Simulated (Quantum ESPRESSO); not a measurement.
## Convergence of NMR parameters in NaI

```xyz
2
Lattice="0.0000 3.2187 3.2187 3.2187 0.0000 3.2187 3.2187 3.2187 0.0000" Properties=species:S:1:pos:R:3 pbc="T T T"
Na     0.0000     0.0000     0.0000
I      3.2187     3.2187     3.2187
```
Geometry: a computed entry of the Materials Project; it was not checked against measured cells. It is NaI in Fm-3m. Stability against distortions was not tested.

Method: σ by GIPAW with PBE in a modified build of Quantum ESPRESSO, on JTH PAW datasets. The cutoff rises from row to row, with the meshes as listed. Costs are rough, from a shared machine. These are absolute shieldings with no macroscopic susceptibility term; δ = σ_ref − σ needs a reference computed alike. Spin–orbit coupling is left out; its weight grows with the heaviest atom, I here. The datasets of Na, I hold no d projectors, which limits absolute σ on these atoms.

```json
[
 {"setting": "A", "cutoff (Ha)": "13", "k-mesh": "4×4×4 through Γ"},
 {"setting": "B", "cutoff (Ha)": "15", "k-mesh": "3×3×3 shifted"},
 {"setting": "C", "cutoff (Ha)": "30", "k-mesh": "5×5×5 shifted"},
 {"setting": "D", "cutoff (Ha)": "40", "k-mesh": "7×7×7 shifted"}
]
```

**Question.** From which setting on does σ_iso I (ppm) stay within 2 of the tightest run?

**Answer.** From C on. Differences from the tightest run: A -230.2, B 31.6, C 0.9.

```json
[
 {"setting": "A", "cutoff (Ha)": "13", "k-mesh": "4×4×4 through Γ", "σ_iso Na (ppm)": "519.8", "σ_iso I (ppm)": "4556.1", "f-sum rule missed by (%)": "0.34", "rough cost ratio": "about 1"},
 {"setting": "B", "cutoff (Ha)": "15", "k-mesh": "3×3×3 shifted", "σ_iso Na (ppm)": "535.9", "σ_iso I (ppm)": "4817.8", "f-sum rule missed by (%)": "0.13", "rough cost ratio": "about 1"},
 {"setting": "C", "cutoff (Ha)": "30", "k-mesh": "5×5×5 shifted", "σ_iso Na (ppm)": "543.1", "σ_iso I (ppm)": "4787.2", "f-sum rule missed by (%)": "0.00", "rough cost ratio": "6"},
 {"setting": "D", "cutoff (Ha)": "40", "k-mesh": "7×7×7 shifted", "σ_iso Na (ppm)": "543.1", "σ_iso I (ppm)": "4786.2", "f-sum rule missed by (%)": "0.00", "rough cost ratio": "20"}
]
```
